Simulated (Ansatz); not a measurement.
## Two inputs for Si3N4

Cell: a COD entry (perhaps calculated rather than measured).

```
CELL_PARAMETERS angstrom
7.60200 0.00000 0.00000
-3.80100 6.58353 0.00000
0.00000 0.00000 2.90600
ATOMIC_POSITIONS crystal
Si 0.76848 0.17456 0.25000
Si 0.59392 0.76848 0.75000
Si 0.82544 0.59392 0.25000
Si 0.23152 0.82544 0.75000
Si 0.40608 0.23152 0.25000
Si 0.17456 0.40608 0.75000
N 0.03050 0.33025 0.25000
N 0.70025 0.03050 0.75000
N 0.66975 0.70025 0.25000
N 0.96950 0.66975 0.75000
N 0.29975 0.96950 0.25000
N 0.33025 0.29975 0.75000
N 0.66667 0.33333 0.25000
N 0.33333 0.66667 0.75000
```

Atom numbers follow the list; atoms alike are taken as one site, whose name carries the number of the first.

Reference run. Method: Kohn–Sham DFT in Ansatz, PBE, plane waves and PAW, scalar-relativistic, 420 eV cutoff, Γ-centred 4×4×10 k-points, Fermi–Dirac smearing 0.02 eV.

Task: The input is changed as follows: `hamiltonian.xc`: pbe → r2scan. What happens to V_zz (10²¹ V/m²) and η?

Result: 

| site | atom | V_zz reference | η reference | V_zz changed | η changed |
| --- | --- | --- | --- | --- | --- |
| Si | 1 | 0.97 | 0.42 | 0.97 | 0.40 |
| N7 | 7 | -4.93 | 0.07 | -4.92 | 0.08 |
| N13 | 13 | -4.90 | 0.00 | -4.97 | 0.00 |

The largest change of V_zz is on N13, from -4.90 to -4.97. In per cent, |V_zz| changes by 0 on Si, 0 to +1 on N (all sites that start above 0.5). The cutoff that the program takes moves with it, from 420 to 500 eV. SCF iterations: 6 and 7.

On the reference run: At this cell the PBE pressure is 6 GPa, so with PBE the cell would grow if it were relaxed.
